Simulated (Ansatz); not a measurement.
The elements of this relaxed trial crystal are hidden behind letters.

```
lattice vectors (Å)
   4.3350    0.0000    0.0000
  -2.1675    3.7542    0.0000
   0.0000    0.0000    8.4472
fractional positions
X 0.3333 0.6667 0.8014
X 0.6667 0.3333 0.1986
Z 0.0000 0.0000 0.5000
```

Theory: DFT PBE, scalar-relativistic, plane waves, PAW in Ansatz 0.2.0. Settings of the last relaxation (3-atom cell): 420 eV, 12×12×6 k points, Gaussian smearing of 0.10 eV, no spin polarisation.

- Space group: P-3m1 (No. 164)
- Conventional cell: a = 4.335 Å, c = 8.447 Å
- Volume per atom: 45.82 Å³
- Density: 3.65 g/cm³
- Energy over the elements: −0.78 eV/atom
- Gap on the 12×12×6 mesh of the 3-atom cell: 0 eV (a metal)

Energies are uncorrected and count from the elements' standard states at the same level.

Q: X is an s-block element of period 5 and Z is a p-block element of period 5. Which elements are they?

A: X = Sr, Z = I, so the formula is Sr2I, here in the anti-cadmium iodide type. Density times volume gives a mean mass of 3.65 × 45.82/1.6605 = 100.7 u per atom, and this set has 100.7 u. Sr has 3 I at 3.57 Å and 9 Sr at 4.19–4.33 Å; around I lie 6 Sr at 3.57 Å and 6 I at 4.33 Å. Other sets within the hints have nearly the same mass, so mass alone doesn't settle it; this one was computed.

Spin–orbit coupling, which can matter for I, is left out. An odd number of electrons in the primitive cell allows no gap without spin; a larger cell or a magnetic state could open one. The cell is a metal run without spin; a magnetic state may lie lower. A structure relaxed within its symmetry needn't be a true minimum.
